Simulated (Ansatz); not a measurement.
**Zincblende alloy of GaAs and InP (22 of 32 As sites, 22 of 32 Ga sites exchanged), 64 atoms**

Ansatz, PAW, plane waves. PBEsol relaxation of volume and atoms (shape held) at the single k point (¼, ¼, ¼) without its symmetry partners; single points on the relaxed atoms at the Γ point alone, onto which points of the small cell's zone fold. Arrangement: quasirandom. No spin–orbit coupling unless named.

Relaxed structure:

```cif
data_structure
_symmetry_space_group_name_H-M 'P 1'
_symmetry_Int_Tables_number 1
_cell_length_a 11.6092
_cell_length_b 11.6092
_cell_length_c 11.6092
_cell_angle_alpha 90.000
_cell_angle_beta 90.000
_cell_angle_gamma 90.000
_cell_volume 1564.62
loop_
_atom_site_label
_atom_site_type_symbol
_atom_site_fract_x
_atom_site_fract_y
_atom_site_fract_z
_atom_site_occupancy
In1 In 0.99964 0.99942 0.00384 1
In2 In 0.99205 0.50117 0.49625 1
In3 In 0.49870 0.00226 0.00082 1
In4 In 0.50169 0.49913 0.00776 1
In5 In 0.25126 0.25125 0.49854 1
In6 In 0.25449 0.75092 0.00779 1
In7 In 0.25440 0.75231 0.49860 1
In8 In 0.74980 0.25603 0.00710 1
In9 In 0.74954 0.74496 0.00431 1
In10 In 0.25312 0.99445 0.25215 1
In11 In 0.25835 0.00638 0.74650 1
In12 In 0.25524 0.49849 0.25131 1
In13 In 0.24693 0.49706 0.75187 1
In14 In 0.74603 0.99885 0.25856 1
In15 In 0.74255 0.00155 0.74090 1
In16 In 0.74980 0.50065 0.74190 1
In17 In 0.99511 0.25610 0.25298 1
In18 In 0.99912 0.25598 0.74936 1
In19 In 0.99202 0.75024 0.25594 1
In20 In 0.99767 0.74387 0.74717 1
In21 In 0.50531 0.25522 0.25151 1
In22 In 0.50694 0.75277 0.73985 1
Ga1 Ga 0.99182 0.99924 0.49246 1
Ga2 Ga 0.99461 0.49496 0.00092 1
Ga3 Ga 0.50805 0.99648 0.50078 1
Ga4 Ga 0.51112 0.50332 0.49330 1
Ga5 Ga 0.25311 0.25622 0.99377 1
Ga6 Ga 0.74502 0.25007 0.49931 1
Ga7 Ga 0.74077 0.74544 0.49012 1
Ga8 Ga 0.74820 0.50352 0.25441 1
Ga9 Ga 0.49950 0.24519 0.74274 1
Ga10 Ga 0.50477 0.74692 0.25727 1
As1 As 0.13405 0.13383 0.12082 1
As2 As 0.11526 0.11859 0.61622 1
As3 As 0.11566 0.61826 0.12279 1
As4 As 0.38926 0.37911 0.62123 1
As5 As 0.86824 0.86883 0.60756 1
As6 As 0.38628 0.11791 0.38090 1
As7 As 0.37962 0.62740 0.87307 1
As8 As 0.87110 0.12536 0.87468 1
As9 As 0.12881 0.87498 0.87261 1
As10 As 0.61800 0.36895 0.86611 1
P1 P 0.12526 0.62169 0.62028 1
P2 P 0.62645 0.12513 0.12811 1
P3 P 0.61727 0.13025 0.61472 1
P4 P 0.62503 0.62402 0.14151 1
P5 P 0.62760 0.62576 0.60947 1
P6 P 0.36993 0.36712 0.12021 1
P7 P 0.38697 0.86604 0.13597 1
P8 P 0.38498 0.88401 0.61724 1
P9 P 0.87067 0.39100 0.12996 1
P10 P 0.86682 0.36764 0.61549 1
P11 P 0.87108 0.87665 0.12854 1
P12 P 0.37700 0.13975 0.87292 1
P13 P 0.38871 0.62381 0.37507 1
P14 P 0.87023 0.12806 0.38539 1
P15 P 0.85848 0.62525 0.37447 1
P16 P 0.87803 0.61457 0.87951 1
P17 P 0.12511 0.37831 0.37614 1
P18 P 0.12198 0.37595 0.88679 1
P19 P 0.11672 0.87970 0.37994 1
P20 P 0.63470 0.38150 0.37840 1
P21 P 0.61832 0.86814 0.38091 1
P22 P 0.62579 0.87397 0.87480 1
```

(1) What are the mean bond lengths by pair (pairs within 1.2 times the sum of covalent radii, less contacts 15 % beyond the pair's median; cation–cation pairs of compounds aside; long ionic contacts are cut short by that bound)?

(2) What gap lies between the top filled and the lowest empty level in the single points?

## Answers

(1) As–Ga 2.464 ± 0.019 Å (standard deviation, 9 bonds); As–In 2.597 ± 0.018 Å (standard deviation, 31 bonds); Ga–P 2.400 ± 0.020 Å (standard deviation, 31 bonds); In–P 2.544 ± 0.020 Å (standard deviation, 57 bonds).

(2) HSE06 1.28 eV (48 s on NVIDIA H100).
